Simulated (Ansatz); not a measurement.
**Question.** AlN in space group P6_3mc (No. 186; Al on 2a, Al on 2b, N on 2a, N on 2b) is relaxed with DFT-PBE in the program Ansatz with PAW potentials. What lattice parameters of the conventional cell result?

**Answer.** a = 3.121 Å, c = 10.112 Å.

**Question.** Give the free coordinates with the occupied sites.

**Answer.** In one choice of origin and axes:

```json
[
 {"atom": "Al", "site": "2a", "symmetry": "3m.", "x": "0.0000", "y": "0.0000", "z": "0.0014"},
 {"atom": "Al", "site": "2b", "symmetry": "3m.", "x": "0.3333", "y": "0.6667", "z": "0.2503"},
 {"atom": "N", "site": "2a", "symmetry": "3m.", "x": "0.0000", "y": "0.0000", "z": "0.3119"},
 {"atom": "N", "site": "2b", "symmetry": "3m.", "x": "0.3333", "y": "0.6667", "z": "0.0620"}
]
```

**Question.** Is it a metal or does it have a gap at this level?

**Answer.** A gap of 4.00 eV, direct.

The cell is a constructed one: a structure type filled with these elements. Its sites differ from those of the usual phase in this space group: another stacking or structure type. The PBE relaxation kept the symmetry of its start; phonons on a q-mesh show no instability.

Potentials: the later of the program's two PAW sets.
